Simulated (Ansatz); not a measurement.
# K2NaRhF6: levels and charges under dearer methods

A database entry relaxed whole under r2SCAN at zero pressure (Fm-3m, No. 225):

```xyz
10
Lattice="0.0000 4.1670 4.1670 4.1670 0.0000 4.1670 4.1670 4.1670 0.0000" Properties=species:S:1:pos:R:3 pbc="T T T"
K     2.0835    2.0835    2.0835
K     6.2505    6.2505    6.2505
Na    4.1670    4.1670    4.1670
Rh    0.0000    0.0000    0.0000
F     1.9773    4.1670    4.1670
F     4.1670    1.9773    4.1670
F     6.3568    4.1670    4.1670
F     4.1670    6.3568    4.1670
F     4.1670    4.1670    1.9773
F     4.1670    4.1670    6.3568
```

Its volume is 14.47 Å³ an atom, -1.0 % against the entry's 14.62, a cell as deposited in COD (1975).

Single points on this cell with plane-wave PAW DFT (Ansatz 0.2.0; r2SCAN 500 eV, hybrids 420 eV; fermi-dirac occupations of width 0.020 eV; no moments): r2SCAN on a 6×6×6 Γ-centred mesh; HSE06 on a 4×4×4 Γ-centred mesh; PBE0 on a 4×4×4 Γ-centred mesh.

Task: How do gap, pressure and charges move from level to level?

Result: The runs give:

| level | gap (eV), or kind | pressure (GPa) | Bader charge of K (e) | Bader charge of Na (e) | Bader charge of Rh (e) | Bader charge of F (e) |
| --- | --- | --- | --- | --- | --- | --- |
| r2SCAN | 2.65 | 0.0 | +0.91 | +0.90 | +1.65 | -0.73 |
| HSE06 | 4.54 | 0.5 | +0.91 | +0.90 | +1.70 | -0.74 |
| PBE0 | 5.34 | 0.5 | +0.91 | +0.90 | +1.71 | -0.74 |

Under r2SCAN the gap is 2.65 eV, over mesh and band path. HSE06 moves it by +1.89 eV and PBE0 by +2.69 eV; PBE0 keeps its exact exchange at long range, which widens the gap over HSE06's by 0.81 eV on their common mesh. The charge on Rh goes from +1.65 to +1.70 e under HSE06.

Caveats: the relaxation kept the start's symmetry; HSE06 is read on its mesh and at the zone's corners, PBE0 on its mesh alone; hybrid pressures are good to a few tenths of a GPa; pressure is positive in compression.
